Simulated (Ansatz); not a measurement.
Input:

B2W:
```yaml
crystal:
  lattice:
    - [3.00103, 0.00000, 0.00000]
    - [-1.50051, 2.59897, 0.00000]
    - [0.00000, 0.00000, 13.93729]
  atoms:
    - { symbol: B, position: [0.33333, 0.66667, 0.52337] }
    - { symbol: B, position: [0.66667, 0.33333, 0.47663] }
    - { symbol: B, position: [0.66667, 0.33333, 0.02337] }
    - { symbol: B, position: [0.33333, 0.66667, 0.97663] }
    - { symbol: B, position: [0.00000, 0.00000, 0.25000] }
    - { symbol: B, position: [0.00000, 0.00000, 0.75000] }
    - { symbol: B, position: [0.66667, 0.33333, 0.25000] }
    - { symbol: B, position: [0.33333, 0.66667, 0.75000] }
    - { symbol: W, position: [0.33333, 0.66667, 0.13550] }
    - { symbol: W, position: [0.66667, 0.33333, 0.86450] }
    - { symbol: W, position: [0.66667, 0.33333, 0.63550] }
    - { symbol: W, position: [0.33333, 0.66667, 0.36450] }
```

This is the PBEsol-relaxed structure.

Problem. All from the program Ansatz at the PBEsol level (PAW), unless another level is named. Predict the electronic character.

Solution. metallic (no gap).

Problem. Predict the density of states at the Fermi level.

Solution. 0.25 states/eV per atom (mean over ±0.08 eV).

Problem. What about the gap with spin–orbit coupling?

Solution. none (metallic).

Space group P6_3/mmc. The workflow started from a Materials Project entry (that database holds measured and hypothetical structures alike); the Crystallography Open Database files this formula in space group No. 194, but the cells were not matched. Its standing as an ambient phase is unchecked. The cell was relaxed with PBEsol under the symmetry of its start; its stability against distortions is not shown here. The run is not spin-polarised. Scalar-relativistic: spin–orbit coupling is off unless named, which matters more the heavier the elements.

Potentials: the later of the program's two PAW sets.
